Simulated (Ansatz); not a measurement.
The following input was run with Ansatz 0.2.0.

```yaml
crystal:
  lattice:
    - [3.6101910926, 0.0, 0.0]
    - [-1.8050955463, 3.1265171987, 0.0]
    - [0.0, 0.0, 5.3877221328]
  atoms:
    - { symbol: Mn, position: [0.0, 0.0, 0.0], spin: 2.66 }
    - { symbol: Mn, position: [0.0, 0.0, 0.5], spin: 2.66 }
    - { symbol: As, position: [0.3333333333, 0.6666666667, 0.25] }
    - { symbol: As, position: [0.6666666667, 0.3333333333, 0.75] }
basis:
  ecutwfc: 420
kpoints:
  mp_grid: { grid: [12, 12, 8] }
hamiltonian:
  xc: pbesol
scf:
  occupations: { method: gaussian, width: 0.1 }
output:
  forces: true
  stress: true
  eigenvalues: true
  populations: true
  write_density: true
  write_potential: true
  elf: true
  volumetric_format: npy
magnetization:
  spin_polarized: true
relax:
  adjacent_minimum: "off"
  f_tol: 0.01
  max_steps: 30
  cell: { stress_tol: 0.1, fix: [volume] }
```

Launched with
```bash
ansatz run input.yaml --threads 1 --pin off --max-ram 2560MiB --backend cpu --events-out ev --progress --plain --runs-dir out
```

Computed with Ansatz, DFT PBEsol, scalar-relativistic, plane waves, PAW.

From the run's log, abridged (final results; tables in files aren't shown):

```
SCF 2 converged in 5 iterations: F = -17364.438075 eV  dr2 = 3.59e-11
SCF converged after 5 iterations
Magnetization: 5.2007 μB (32.6004 up, 27.3996 down)
Absolute magnetization: 5.7637 μB (∫|ρ↑−ρ↓|, with the PAW one-centre terms)
Spin contamination: 0.1535 ħ² per cell (⟨S²⟩ above its minimum at these occupations)
Per-site moments (μB) at R_I (Å): [(2.57845275, 1.02369129), (2.57845275, 1.02369129), (-0.08844951, 1.02369129), (-0.08844951, 1.02369129)]
Free energy (F): -17364.438075 eV
Harris-Foulkes:  -17364.438075 eV  (|F-HF|=2.91e-11)
Internal energy: -17364.425579 eV  (E = F + TS)
E sigma→0 (E₀):  -17364.431827 eV
Entropy (-TS):   -0.012496 eV (-3.124 meV/atom)
Fermi energy:    15.009474 eV
--- Per-component energies (eV) ---
  E_band       = -813.742592
  E_kinetic    = 822.319186
  E_local      = -6730.967455  (includes V_loc(G=0)·N_el)
  E_nonlocal   = -843.959142
  E_hartree    = 3266.471983
  E_xc         = -385.095593
  E_vxc        = -451.449209  (∫ρ·V_xc dr)
  E_paw        = -6132.529904  (= ΣΔE_a)
  E_vpaw       = -142.629606  (= ΣTr[D̂ρ^β])
  E_aug_tail   = -0.000001  (compensation charges beyond the density's cutoff)
  E_ewald      = -7362.936812
  E_core_change = 2.272158  (= ΣΔE_core)
  E_smearing   = -0.012496  (= −TS)
--- Forces (eV/Å), atoms counted from 1 ---
  atom   1  Mn     0.00000000     0.00000000     0.00000000
  atom   2  Mn     0.00000000     0.00000000     0.00000000
  atom   3  As     0.00000000     0.00000000     0.00000000
  atom   4  As     0.00000000     0.00000000     0.00000000
--- Stress (GPa, compression-positive) ---
       -2.630731       0.000000       0.000000
        0.000000      -2.630731       0.000000
        0.000000       0.000000      -2.594565
  P = ⅓ Tr σ = -2.6187 GPa (-26.187 kbar)
--- Band table (eV; the first three rows and the last of 190) ---
  k-point 0 ↑: bands = ["-65.4120", "-65.3933", "-34.3777", "-34.3777", "-34.3590", "-34.3590", "-34.2398", "-34.0581", "-20.8292", "-20.8292", "-20.8184", "-20.8184", "-20.8145", "-20.8133", "-20.8070", "-20.8070", "-20.8045", "-20.8045", "1.0970", "4.2320", "8.0626", "10.5651", "10.5651", "11.5177", "12.1585", "12.1585", "12.5082", "12.5082", "13.6249", "13.6249", "15.3124", "15.6553", "15.6553", "16.9983", "18.4990", "18.4990", "18.8840", "21.4518", "22.0526", "22.0526"]
  k-point 1 ↑: bands = ["-65.4113", "-65.3940", "-34.3770", "-34.3770", "-34.3597", "-34.3597", "-34.2329", "-34.0651", "-20.8288", "-20.8288", "-20.8188", "-20.8188", "-20.8145", "-20.8134", "-20.8069", "-20.8069", "-20.8046", "-20.8046", "1.1697", "3.9826", "8.4010", "10.6192", "10.6192", "11.5496", "12.1950", "12.1950", "12.4089", "12.4089", "13.4860", "13.4860", "15.1789", "15.8829", "15.8829", "16.5889", "18.4472", "18.4472", "19.0536", "21.7631", "22.0654", "22.0654"]
  k-point 2 ↑: bands = ["-65.4092", "-65.3960", "-34.3750", "-34.3750", "-34.3618", "-34.3618", "-34.2134", "-34.0850", "-20.8276", "-20.8276", "-20.8200", "-20.8200", "-20.8143", "-20.8135", "-20.8066", "-20.8066", "-20.8048", "-20.8048", "1.3858", "3.4219", "9.2125", "10.7790", "10.7790", "11.6051", "12.1341", "12.1341", "12.3013", "12.3013", "13.2113", "13.2113", "14.8603", "15.7014", "16.4012", "16.4012", "18.2830", "18.2830", "19.5116", "22.1287", "22.1287", "22.1718"]
  k-point 94 ↓: bands = ["-62.5769", "-62.5769", "-31.5397", "-31.5397", "-31.5384", "-31.5384", "-31.5191", "-31.5191", "-20.8425", "-20.8425", "-20.8414", "-20.8414", "-20.8312", "-20.8312", "-20.8234", "-20.8234", "-20.8226", "-20.8226", "3.9558", "3.9558", "9.5055", "9.5055", "10.2971", "10.2971", "12.5792", "12.5792", "15.1860", "15.1860", "15.2648", "15.2648", "16.0980", "16.0980", "16.3927", "16.3927", "19.4985", "19.4985", "21.8188", "21.8188", "23.5700", "23.5700"]
--- Relaxed structure (1 steps of the walk, 1 accepted, 1 SCFs on fresh bases) ---
  F+E_penalty+E_count = -17364.43807517 eV   max|allowed force component| = 1.793e-17 eV/Å   (the final SCF, on the basis selected at the relaxed cell)
  cell:  # Å, volume = 60.8130 Å³
    - [3.61019109, 0.0, 0.0]
    - [-1.80509554, 3.12651719, 0.0]
    - [0.0, 0.0, 5.3877221328]
  atoms:
    - { symbol: Mn, position: [0.0, 0.0, 0.0] }
    - { symbol: Mn, position: [0.0, 0.0, 0.49999999] }
    - { symbol: As, position: [0.33333333, 0.66666666, 0.24999999] }
    - { symbol: As, position: [0.66666666, 0.33333333, 0.74999999] }
--- Löwdin populations: 4 sites ---
  site symbol q [e]    m [muB]
     0     Mn     14.4353     2.7583
     1     Mn     14.4353     2.7583
     2     As     15.4014    -0.1583
     3     As     15.4014    -0.1583
  spilling = 0.005445 (of n_electrons = 60.000000)
```

The relaxation met its thresholds.

Time: 2.6 min on 1 thread of Intel(R) Xeon(R) Processor @ 2.50GHz (Skylake/Cascade Lake), with other jobs on the host, peak memory 0.65 GiB.

Only parallel moments were tried here.